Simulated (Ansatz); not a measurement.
**Data sheet: Cl (DFT)**

Cl:
```yaml
crystal:
  lattice:
    - [3.99437, -2.14664, 0.00000]
    - [3.99437, 2.14664, 0.00000]
    - [0.00000, 0.00000, 8.33533]
  atoms:
    - { symbol: Cl, position: [0.88645, 0.11355, 0.60653] }
    - { symbol: Cl, position: [0.11355, 0.88645, 0.39347] }
    - { symbol: Cl, position: [0.61355, 0.38645, 0.10653] }
    - { symbol: Cl, position: [0.38645, 0.61355, 0.89347] }
```

Space group Cmce (No. 64), molecular I2 type; conventional cell a = 7.989 Å, b = 4.293 Å, c = 8.335 Å, α = 90.00°, β = 90.00°, γ = 90.00°.

Method: DFT-PBE in the program Ansatz with PAW potentials. Geometry: relaxed at this level of theory. Other levels are named where they apply.

Cell and energy:

```json
{
  "volume_per_atom": "35.74 Å³",
  "density": "1.65 g/cm³"
}
```

Electronic structure:

```json
{
  "band_gap": "2.30 eV (direct)",
  "valence_band_maximum": "at Γ",
  "conduction_band_minimum": "at Γ"
}
```

Symmetry was held in the PBE relaxation. The substance is a gas or liquid at ambient conditions; this is its low-temperature solid. The volume lies over 15 % above that of the usual cell of this phase: another minimum, or an error of the functional. A crystal of weakly bound molecules computed without a dispersion correction: the cell and the soft elastic constants depend strongly on that.

Potentials: the later of the program's two PAW sets.
